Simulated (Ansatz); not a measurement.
**Every step of a relaxation of TePd**

DFT, r2SCAN, PAW with Ansatz's default frozen-core files, scalar-relativistic (Ansatz 0.2.0); a Γ-centred 10×10×7 k mesh, Fermi–Dirac smearing of 0.05 eV, no spin polarisation. The run relaxes cell and atoms at a target pressure of 0 GPa.

Command: `ansatz run input.yaml --threads 1 --pin off --max-ram 3072MiB --backend cpu --events-out ev --progress --plain --runs-dir out` It took 77 s on 1 thread of Intel(R) Xeon(R) Platinum 8488C (Sapphire Rapids), with other jobs on the host, peak memory 0.74 GiB.

PAW: frozen-core files, cutoff 500 eV; forces are relaxed below 0.005 eV/Å.

Each step lists its free energy a cell above the last geometry, the pressure, the cell vectors (Å), and Cartesian positions (Å) with forces (eV/Å).

The first step:

```
step 1  dF = 18.81 meV  P = 2.95 GPa
  cell 4.1521 0.0000 0.0000  -2.0760 3.5958 0.0000  0.0000 0.0000 5.6719
  Te 0.0000 2.3972 1.4180   0.0000 0.0000 0.0000
  Te 2.0760 1.1986 4.2539   0.0000 0.0000 0.0000
  Pd 0.0000 0.0000 0.0000   0.0000 0.0000 0.0000
  Pd 0.0000 0.0000 2.8359   0.0000 0.0000 0.0000
```

Spin–orbit coupling is left out, which matters for the heavy atoms. The PAW files were made under PBE.

Where does the relaxation end, and by which steps?

After 4 geometries, with conventional a, b, c = 4.184, 4.184, 5.736 Å, at 21.737 Å³/atom (+2.68 % against the start) in space group P6_3/mmc, with a shortest distance of 2.809 Å. The further steps:
```
step 2  dF = 51.07 meV  P = -3.97 GPa  (not accepted)
  cell 4.2473 0.0000 0.0000  -2.1237 3.6783 0.0000  0.0000 0.0000 5.8045
  Te 0.0000 2.4522 1.4511   0.0000 0.0000 0.0000
  Te 2.1237 1.2261 4.3534   0.0000 0.0000 0.0000
  Pd 0.0000 0.0000 0.0000   0.0000 0.0000 0.0000
  Pd 0.0000 0.0000 2.9022   0.0000 0.0000 0.0000
step 3  dF = 0.18 meV  P = -0.17 GPa
  cell 4.1869 0.0000 0.0000  -2.0934 3.6259 0.0000  0.0000 0.0000 5.7365
  Te 0.0000 2.4173 1.4341   0.0000 0.0000 0.0000
  Te 2.0934 1.2086 4.3024   0.0000 0.0000 0.0000
  Pd 0.0000 0.0000 0.0000   0.0000 0.0000 0.0000
  Pd 0.0000 0.0000 2.8682   0.0000 0.0000 0.0000
step 4  dF = 0.00 meV  P = 0.00 GPa
  cell 4.1838 0.0000 0.0000  -2.0919 3.6233 0.0000  0.0000 0.0000 5.7358
  Te 0.0000 2.4155 1.4339   0.0000 0.0000 0.0000
  Te 2.0919 1.2078 4.3018   0.0000 0.0000 0.0000
  Pd 0.0000 0.0000 0.0000   0.0000 0.0000 0.0000
  Pd 0.0000 0.0000 2.8679   0.0000 0.0000 0.0000
step 5  dF = -1.65 meV  P = 0.01 GPa  (same geometry on a basis chosen anew; earlier energies don't compare to the last digit)
  cell 4.1838 0.0000 0.0000  -2.0919 3.6233 0.0000  0.0000 0.0000 5.7358
  Te 0.0000 2.4155 1.4339   0.0000 0.0000 0.0000
  Te 2.0919 1.2078 4.3018   0.0000 0.0000 0.0000
  Pd 0.0000 0.0000 0.0000   0.0000 0.0000 0.0000
  Pd 0.0000 0.0000 2.8679   0.0000 0.0000 0.0000
```
